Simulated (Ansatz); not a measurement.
Kick test of a cell of NaSc

The structure comes from a generated guess, relaxed at this level; another structure or a mixture of phases may lie lower.

All numbers below come from DFT PBE, scalar-relativistic, plane waves, PAW in Ansatz 0.2.0. Cutoff 420 eV; k points 18×18×10 on the computed 2-atom cell (Γ-centred); Gaussian smearing, width 0.10 eV; no spin polarisation.

The cell below (2 atoms, space group P-6m2 (No. 187)) is relaxed within its symmetry.

```yaml
crystal:
  lattice:
    - [3.26193, 0.00000, 0.00000]
    - [-1.63096, 2.82491, 0.00000]
    - [0.00000, 0.00000, 6.09771]
  atoms:
    - { symbol: Na, position: [0.00000, 0.00000, 0.50000] }
    - { symbol: Sc, position: [0.33333, 0.66667, 0.00000] }
```

For the test a repeat of it with 4 atoms (edges 3.26, 5.65, 6.10 Å) was strained at random (σ = 1.5 % a component), the atoms were moved at random (σ = 0.05 Å), and all was relaxed again on a coarse 6×4×4 mesh (in the run’s order of axes) with 0.20 eV smearing, with no symmetry imposed.

Problem. Does it come back?

Solution. It returns, within 1 meV/atom of the unmoved cell on that mesh and with the same symmetry when read at 0.1 Å (P1 at 0.01 Å, so small strains and shifts remain). No instability shows in this cell; modes of other wave vectors, which need another repeat, aren't tested.
